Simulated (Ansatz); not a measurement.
## ZnAg₃ (I4/mmm), rigid cleavage

These are results of DFT PBEsol, scalar-relativistic, plane waves, PAW (Ansatz), not measurements. Settings: plane waves to 420 eV, k-mesh 10×10×4 (Γ-centred), Gaussian smearing 0.15 eV. No spin polarisation. Energies are free energies at this smearing, counted from the undisturbed cell; pressure is positive in compression.

Zero of the scan (relaxed at this level; with this scan's settings it stands at 0.1 GPa; it needn't be the usual structure):

```
Zn Ag
1.0
    -1.99116   -1.99116   -4.02957
    -1.99116   -1.99116    4.02957
    -7.96462    7.96462    0.00000
Zn Ag
4 12
Direct
  0.50000 0.50000 0.18750
  0.00000 0.00000 0.93750
  0.50000 0.50000 0.68750
  0.00000 0.00000 0.43750
  0.00000 0.50000 0.31250
  0.50000 0.00000 0.06250
  0.00000 0.50000 0.81250
  0.50000 0.00000 0.56250
  0.00000 0.50000 0.06250
  0.50000 0.00000 0.81250
  0.00000 0.50000 0.56250
  0.50000 0.00000 0.31250
  0.00000 0.00000 0.18750
  0.50000 0.50000 0.93750
  0.00000 0.00000 0.68750
  0.50000 0.50000 0.43750
```

The cut lies on the cell's a–b face, a (-1 1 0) plane (indices in the standard cell, whose axes needn't be the Cartesian ones shown) of area 22.69 Å², between layers 1.41 Å apart. Vector c is lengthened by d along the normal with the atoms' Cartesian places fixed: one unrelaxed cut a cell. The cell is metallic on the mesh throughout.

| d (Å) | energy (J/m²) | traction dE/dd (GPa) |
| --- | --- | --- |
| 0.00 | 0.00 | -0.2 |
| 0.50 | 0.45 | 13.7 |
| 1.00 | 1.14 | 12.9 |
| 3.00 | 2.37 | 1.4 |

Cost: 4 runs of about 28 core-minutes in all, on Intel Xeon Platinum 8259CL (Skylake/Cascade Lake) (shared hosts).